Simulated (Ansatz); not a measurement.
The start is a generated cell, Cd built in the AFLOW prototype A_cI16_220_c (as in Li). The structure is fully relaxed (lattice and positions, P = 0) with PBE (plane waves to 420 eV, PAW, scalar-relativistic; Ansatz, a program for electronic structure). The first steps use a coarse 7×7×7 k-mesh.

Input geometry:
```yaml
crystal:
  lattice:
    - [-3.50946, 3.50946, 3.50946]
    - [3.50946, -3.50946, 3.50946]
    - [3.50946, 3.50946, -3.50946]
  atoms:
    - { symbol: Cd, position: [0.40200, 0.40200, 0.40200] }
    - { symbol: Cd, position: [0.50000, 0.00000, 0.09800] }
    - { symbol: Cd, position: [0.00000, 0.09800, 0.50000] }
    - { symbol: Cd, position: [0.09800, 0.50000, 0.00000] }
    - { symbol: Cd, position: [0.90200, 0.90200, 0.90200] }
    - { symbol: Cd, position: [0.50000, 0.00000, 0.59800] }
    - { symbol: Cd, position: [0.00000, 0.59800, 0.50000] }
    - { symbol: Cd, position: [0.59800, 0.50000, 0.00000] }
```

Which atoms feel the largest initial force, and how large is it?

0.27 eV/Å, on Cd1, Cd2, Cd3, Cd4, Cd5, Cd6, Cd7, Cd8 (atoms numbered as listed).

By how much does the energy per atom fall from start to end?

0.03 eV/atom.

How does the volume per atom move from start to end?

+7.4 %, from 21.61 to 23.20 Å³/atom.

How do the shortest distances between atoms change?

The closest pairs of elements (up to four, under 3.6 Å), start → end: Cd–Cd 2.90 → 3.09 Å.

What band gap does the relaxed structure have at this level?

No gap (metallic).

Give the final cell and atomic positions.


Space group I-43d (No. 220); a = b = c = 7.1870 Å, α = β = γ = 90.00°

```
atom  site  symmetry       x       y       z
----  ----  --------  ------  ------  ------
Cd     16c       .3.  0.2116  0.2116  0.2116
```
(The calculation used a cell of 8 atoms; values per cell refer to that cell.)

The space group stays I-43d (No. 220) (the run could not lower it); the end is AFLOW prototype A_cI16_220_c (as in Li), with 8 atoms in the primitive cell. Final values are on a 9×9×9 k-mesh of the relaxed cell. No spin polarisation in the result.

The run could not lose the symmetry of its start, so the end can be a saddle point.

The relaxed structure here is a generated cell of Cd: the first start was made by placing the elements on the sites of a structure type, and the end was not matched to a known phase here, so it may be hypothetical. Known forms of Cd include space group No. 194.
